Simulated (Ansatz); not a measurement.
Rb2CrAgF6:
```xyz
10
Lattice="0.0000 4.3047 4.3047 4.3047 0.0000 4.3047 4.3047 4.3047 0.0000" Properties=species:S:1:pos:R:3 pbc="T T T"
Rb     2.1524     2.1524     2.1524
Rb     6.4571     6.4571     6.4571
Cr     0.0000     0.0000     0.0000
Ag     4.3047     4.3047     4.3047
F      4.3047     4.3047     1.9149
F      4.3047     4.3047     6.6945
F      1.9149     4.3047     4.3047
F      6.6945     4.3047     4.3047
F      4.3047     1.9149     4.3047
F      4.3047     6.6945     4.3047
```
The run is spin-polarised; directions of the spins, atom by atom: 0 0 ↑ 0 0 0 0 0 0 0.

Relaxed with r²SCAN. Special points in fractions of this cell's reciprocal vectors: Γ (0.000, 0.000, 0.000); X (0.500, 0.000, 0.500); U (0.625, 0.250, 0.625); K (0.375, 0.375, 0.750); L (0.500, 0.500, 0.500); W (0.500, 0.250, 0.750).

List the band energies nearest the valence-band maximum at these points for the program Ansatz at the r²SCAN level (PAW).

In eV from the valence-band maximum; about four levels below and three above (degenerate sets whole), none deeper than 8.9 eV; points with the same levels are listed once.

```
k                            below                above
---  -----------------------------  -------------------
Γ ↑     -0.77 -0.77 0.00 0.00 0.00       3.63 4.06 4.06
X ↑        -0.69 -0.04 -0.04 -0.04       2.93 4.06 6.01
U ↑        -0.59 -0.07 -0.06 -0.05       3.13 3.89 5.82
L ↑  -0.40 -0.40 -0.12 -0.08 -0.08       3.71 3.71 4.92
W ↑        -0.54 -0.07 -0.07 -0.04       3.17 3.83 5.88
Γ ↓  -1.39 -1.39 -1.39 -0.70 -0.70  3.72 4.36 4.36 4.36
X ↓        -1.20 -1.20 -0.70 -0.67  3.84 4.36 4.42 4.42
U ↓        -1.23 -1.22 -0.63 -0.56       4.05 4.36 4.40
L ↓        -1.28 -1.28 -0.42 -0.42       4.34 4.36 4.36
W ↓  -1.28 -1.28 -1.20 -0.68 -0.52       4.07 4.38 4.38
```

Space group Fm-3m. The workflow started from a Materials Project entry (that database holds measured and hypothetical structures alike); the Crystallography Open Database copy checked does not list it. Its standing as an ambient phase is unchecked. Symmetry was held in the r²SCAN relaxation; its stability against distortions is not shown here. Magnetic state: ferromagnetic, chosen from 3 collinear starts compared on coarse meshes (ties went to the first, and starts can fall back to one state), not a proven ground state. Other orbital occupations within this spin state were not tried. No Hubbard U is applied. Scalar-relativistic: spin–orbit coupling is off unless named, which matters more the heavier the elements.

Potentials: the later of the program's two PAW sets.
